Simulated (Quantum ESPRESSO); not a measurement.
## MgZn2CaO4 (one run as intended and one with a planted mistake)

A calculation, not a measurement. The program is pw.x of Quantum ESPRESSO 7.5 (plane-wave density functional theory). The cell is made up: 8 atoms on a rocksalt lattice, with randomly drawn elements, strain and displacements, not relaxed. PseudoDojo standard norm-conserving files (v0.5 for PBE, v0.4.1 for LDA and PBEsol) set the functional; there is no spin polarisation, spin-orbit coupling or dispersion term, and the masses in the input are unused placeholders.

Intended input:

```
&control calculation='scf', pseudo_dir='./dojo.nc.sr.pbe.v0_5.standard.upf', outdir='./o', disk_io='low', tprnfor=.true., tstress=.true. /
&system ibrav=0, nat=8, ntyp=4, nbnd=48, ecutwfc=84.00895049, nosym=.true., tot_charge=0,
 occupations='smearing', smearing='fd', degauss=0.0018374661
/
&electrons conv_thr=7.350e-09, electron_maxstep=60, /
ATOMIC_SPECIES
Ca 1.0 Ca.upf
Mg 1.0 Mg.upf
O 1.0 O.upf
Zn 1.0 Zn.upf
CELL_PARAMETERS angstrom
4.4778 0.0 0.0
0.0 4.4778 0.0
0.0 0.0 4.4778
ATOMIC_POSITIONS angstrom
Mg -0.1015 -0.0095 0.0327
Zn 0.008 2.2049 2.2385
Ca 2.2967 -0.1004 2.3136
Zn 2.2766 2.2396 -0.0901
O 2.2124 -0.0236 0.0214
O 2.2509 2.2192 2.4379
O 4.3778 0.0246 2.3374
O 4.4113 2.1151 0.0259
K_POINTS automatic
4 4 4 1 1 1
```

The log is shortened where brackets say so; the opening notice, blank lines, dates and the lines on written files are dropped, and the path of the files is cut. It prints rydbergs, bohrs and kilobars, and counts compression as positive stress.

Log of the intended run:

```
     Program PWSCF v.7.5
     Parallel version (MPI & OpenMP), running on       4 processor cores
     Number of MPI processes:                 4
     Threads/MPI process:                     1
     [start-up lines left out]
     bravais-lattice index     =            0
     lattice parameter (alat)  =       8.4618  a.u.
     unit-cell volume          =     605.8857 (a.u.)^3
     number of atoms/cell      =            8
     number of atomic types    =            4
     number of electrons       =        84.00
     number of Kohn-Sham states=           48
     kinetic-energy cutoff     =      84.0090  Ry
     charge density cutoff     =     336.0358  Ry
     scf convergence threshold =      7.3E-09
     mixing beta               =       0.7000
     number of iterations used =            8  plain     mixing
     Exchange-correlation= PBE
                           (   1   4   3   4   0   0   0)
     [axes and pseudopotential details left out]
   Cartesian axes
     site n.     atom                  positions (alat units)
         1        Mg     tau(   1) = (  -0.0226674  -0.0021216   0.0073027  )
         2        Zn     tau(   2) = (   0.0017866   0.4924070   0.4999107  )
         3        Ca     tau(   3) = (   0.5129081  -0.0224217   0.5166823  )
         4        Zn     tau(   4) = (   0.5084193   0.5001563  -0.0201215  )
         5        O      tau(   5) = (   0.4940819  -0.0052704   0.0047791  )
         6        O      tau(   6) = (   0.5026799   0.4956005   0.5444415  )
         7        O      tau(   7) = (   0.9776676   0.0054938   0.5219974  )
         8        O      tau(   8) = (   0.9851490   0.4723525   0.0057841  )
     number of k points=    32  Fermi-Dirac smearing, width (Ry)=  0.0018
                       cart. coord. in units 2pi/alat
        k(    1) = (   0.1250000   0.1250000   0.1250000), wk =   0.0625000
        k(    2) = (   0.1250000   0.1250000   0.3750000), wk =   0.0625000
     [further k points left out]
     Dense  grid:    62933 G-vectors     FFT dimensions: (  50,  50,  50)
     Estimated max dynamical RAM per process >     135.62 MB
     Estimated total dynamical RAM >     496.38 MB
     Initial potential from superposition of free atoms
     starting charge      83.9940, renormalised to      84.0000
     Starting wfcs are   46 randomized atomic wfcs +    2 random wfcs
     total cpu time spent up to now is        1.5 secs
     per-process dynamical memory:    96.5 Mb
     Self-consistent Calculation
     iteration #  1     ecut=    84.01 Ry     beta= 0.70
     Davidson diagonalization with overlap
     ethr =  1.00E-02,  avg # of iterations =  6.4
     total cpu time spent up to now is        4.5 secs
     total energy              =   -1164.17619797 Ry
     estimated scf accuracy    <       2.02226133 Ry
     iteration #  2     ecut=    84.01 Ry     beta= 0.70
     Davidson diagonalization with overlap
     ethr =  2.41E-03,  avg # of iterations =  4.0
     total cpu time spent up to now is        7.6 secs
     total energy              =   -1164.53713518 Ry
     estimated scf accuracy    <       3.23333131 Ry
     [iterations 3 to 10 left out]
     iteration # 11     ecut=    84.01 Ry     beta= 0.70
     Davidson diagonalization with overlap
     ethr =  9.12E-11,  avg # of iterations =  2.2
     total cpu time spent up to now is       30.8 secs
     total energy              =   -1165.17069386 Ry
     estimated scf accuracy    <       0.00000003 Ry
     iteration # 12     ecut=    84.01 Ry     beta= 0.70
     Davidson diagonalization with overlap
     ethr =  3.79E-11,  avg # of iterations =  2.0
     total cpu time spent up to now is       33.2 secs
     End of self-consistent calculation
     [lines on levels left out]
!    total energy              =   -1165.17069387 Ry
     estimated scf accuracy    <          2.9E-09 Ry
     smearing contrib. (-TS)   =       0.00000000 Ry
     internal energy E=F+TS    =   -1165.17069387 Ry
     The total energy is F=E-TS. E is the sum of the following terms:
     one-electron contribution =    -723.17080912 Ry
     hartree contribution      =     394.24997208 Ry
     xc contribution           =    -154.44933005 Ry
     ewald contribution        =    -681.80052678 Ry
     convergence has been achieved in  12 iterations
     Forces acting on atoms (cartesian axes, Ry/au):
     atom    1 type  2   force =     0.02111983    0.00235010    0.00066128
     atom    2 type  4   force =     0.00323736   -0.00952152    0.00126078
     atom    3 type  1   force =    -0.07663636    0.03872519   -0.03271013
     atom    4 type  4   force =    -0.00882587   -0.00981969    0.02925989
     atom    5 type  3   force =    -0.00307063   -0.00960390    0.03247259
     atom    6 type  3   force =    -0.01242098   -0.02475192   -0.03676505
     atom    7 type  3   force =     0.06997413   -0.01214648   -0.01221205
     atom    8 type  3   force =     0.00662252    0.02476822    0.01803269
     Total force =     0.139564     Total SCF correction =     0.000103
     Computing stress (Cartesian axis) and pressure
          total   stress  (Ry/bohr**3)                   (kbar)     P=       16.01
   0.00011079   0.00002853   0.00001665           16.30        4.20        2.45
   0.00002853  -0.00000758  -0.00001159            4.20       -1.12       -1.70
   0.00001665  -0.00001159   0.00022327            2.45       -1.70       32.84
     init_run     :      1.32s CPU      1.42s WALL (       1 calls)
     electrons    :     31.47s CPU     31.76s WALL (       1 calls)
     forces       :      0.53s CPU      0.53s WALL (       1 calls)
     stress       :      1.67s CPU      1.67s WALL (       1 calls)
     [timing details left out]
     PWSCF        :     35.06s CPU     35.48s WALL
     JOB DONE.
```

A second run has one planted mistake: two atoms have their elements exchanged. The input lines that differ, file-writing options aside:

```
- Zn 2.2766 2.2396 -0.0901
+ O 2.2766 2.2396 -0.0901
- O 4.4113 2.1151 0.0259
+ Zn 4.4113 2.1151 0.0259
```

Its log:

```
     Program PWSCF v.7.5
     Parallel version (MPI & OpenMP), running on       4 processor cores
     Number of MPI processes:                 4
     Threads/MPI process:                     1
     [start-up lines left out]
     bravais-lattice index     =            0
     lattice parameter (alat)  =       8.4618  a.u.
     unit-cell volume          =     605.8857 (a.u.)^3
     number of atoms/cell      =            8
     number of atomic types    =            4
     number of electrons       =        84.00
     number of Kohn-Sham states=           48
     kinetic-energy cutoff     =      84.0090  Ry
     charge density cutoff     =     336.0358  Ry
     scf convergence threshold =      7.3E-09
     mixing beta               =       0.7000
     number of iterations used =            8  plain     mixing
     Exchange-correlation= PBE
                           (   1   4   3   4   0   0   0)
     [axes and pseudopotential details left out]
   Cartesian axes
     site n.     atom                  positions (alat units)
         1        Mg     tau(   1) = (  -0.0226674  -0.0021216   0.0073027  )
         2        Zn     tau(   2) = (   0.0017866   0.4924070   0.4999107  )
         3        Ca     tau(   3) = (   0.5129081  -0.0224217   0.5166823  )
         4        O      tau(   4) = (   0.5084193   0.5001563  -0.0201215  )
         5        O      tau(   5) = (   0.4940819  -0.0052704   0.0047791  )
         6        O      tau(   6) = (   0.5026799   0.4956005   0.5444415  )
         7        O      tau(   7) = (   0.9776676   0.0054938   0.5219974  )
         8        Zn     tau(   8) = (   0.9851490   0.4723525   0.0057841  )
     number of k points=    32  Fermi-Dirac smearing, width (Ry)=  0.0018
                       cart. coord. in units 2pi/alat
        k(    1) = (   0.1250000   0.1250000   0.1250000), wk =   0.0625000
        k(    2) = (   0.1250000   0.1250000   0.3750000), wk =   0.0625000
     [further k points left out]
     Dense  grid:    62933 G-vectors     FFT dimensions: (  50,  50,  50)
     Estimated max dynamical RAM per process >     135.62 MB
     Estimated total dynamical RAM >     496.38 MB
     Initial potential from superposition of free atoms
     starting charge      83.9940, renormalised to      84.0000
     Starting wfcs are   46 randomized atomic wfcs +    2 random wfcs
     total cpu time spent up to now is        1.6 secs
     per-process dynamical memory:    96.5 Mb
     Self-consistent Calculation
     iteration #  1     ecut=    84.01 Ry     beta= 0.70
     Davidson diagonalization with overlap
     ethr =  1.00E-02,  avg # of iterations =  7.3
     total cpu time spent up to now is        4.5 secs
     total energy              =   -1162.80693562 Ry
     estimated scf accuracy    <       2.72009465 Ry
     iteration #  2     ecut=    84.01 Ry     beta= 0.70
     Davidson diagonalization with overlap
     ethr =  3.24E-03,  avg # of iterations =  4.0
     total cpu time spent up to now is        7.6 secs
     total energy              =   -1162.24552274 Ry
     estimated scf accuracy    <      14.33886422 Ry
     [iterations 3 to 12 left out]
     iteration # 13     ecut=    84.01 Ry     beta= 0.70
     Davidson diagonalization with overlap
     ethr =  2.75E-10,  avg # of iterations =  3.6
     total cpu time spent up to now is       38.6 secs
     total energy              =   -1164.42383273 Ry
     estimated scf accuracy    <       0.00000002 Ry
     iteration # 14     ecut=    84.01 Ry     beta= 0.70
     Davidson diagonalization with overlap
     ethr =  2.51E-11,  avg # of iterations =  3.0
     total cpu time spent up to now is       41.1 secs
     End of self-consistent calculation
     [lines on levels left out]
!    total energy              =   -1164.42383273 Ry
     estimated scf accuracy    <          1.6E-09 Ry
     smearing contrib. (-TS)   =      -0.00067339 Ry
     internal energy E=F+TS    =   -1164.42315934 Ry
     The total energy is F=E-TS. E is the sum of the following terms:
     one-electron contribution =    -768.20353999 Ry
     hartree contribution      =     414.89525323 Ry
     xc contribution           =    -153.97126112 Ry
     ewald contribution        =    -657.14361146 Ry
     convergence has been achieved in  14 iterations
     Forces acting on atoms (cartesian axes, Ry/au):
     atom    1 type  2   force =     0.00977326   -0.08038418    0.00579726
     atom    2 type  4   force =     0.01373975    0.00105063    0.00430925
     atom    3 type  1   force =    -0.08506083    0.02881553   -0.02459277
     atom    4 type  3   force =    -0.00107213   -0.00008685    0.01512876
     atom    5 type  3   force =     0.00250567    0.00446053    0.02290882
     atom    6 type  3   force =    -0.00568659   -0.02899669   -0.01932590
     atom    7 type  3   force =     0.07448245   -0.00463726    0.00457319
     atom    8 type  4   force =    -0.00868159    0.07977830   -0.00879860
     Total force =     0.172060     Total SCF correction =     0.000311
     Computing stress (Cartesian axis) and pressure
          total   stress  (Ry/bohr**3)                   (kbar)     P=      199.81
   0.00012570   0.00003271   0.00001126           18.49        4.81        1.66
   0.00003271   0.00241491  -0.00001638            4.81      355.25       -2.41
   0.00001126  -0.00001638   0.00153427            1.66       -2.41      225.70
     init_run     :      1.33s CPU      1.41s WALL (       1 calls)
     electrons    :     38.93s CPU     39.47s WALL (       1 calls)
     forces       :      0.45s CPU      0.46s WALL (       1 calls)
     stress       :      1.50s CPU      1.50s WALL (       1 calls)
     [timing details left out]
     PWSCF        :     42.45s CPU     43.11s WALL
     JOB DONE.
```

|  | intended run | run with the mistake |
| --- | --- | --- |
| free energy (eV) | -15852.955 | -15842.793 |
| smearing term -TS (eV) | 0.0000 | -0.0092 |
| pressure (GPa) | 1.60 | 19.98 |
| largest force component (eV/Å) | 1.970 | 2.187 |
| largest change of a force component (eV/Å) |  | 2.127 |
| iterations | 12 | 14 |

For scale, a rerun of the intended cell at 1437 eV and a 6 x 6 x 6 mesh moved values by no more than 0.002 eV in energy, 0.04 GPa in stress and 0.005 eV/Å in force.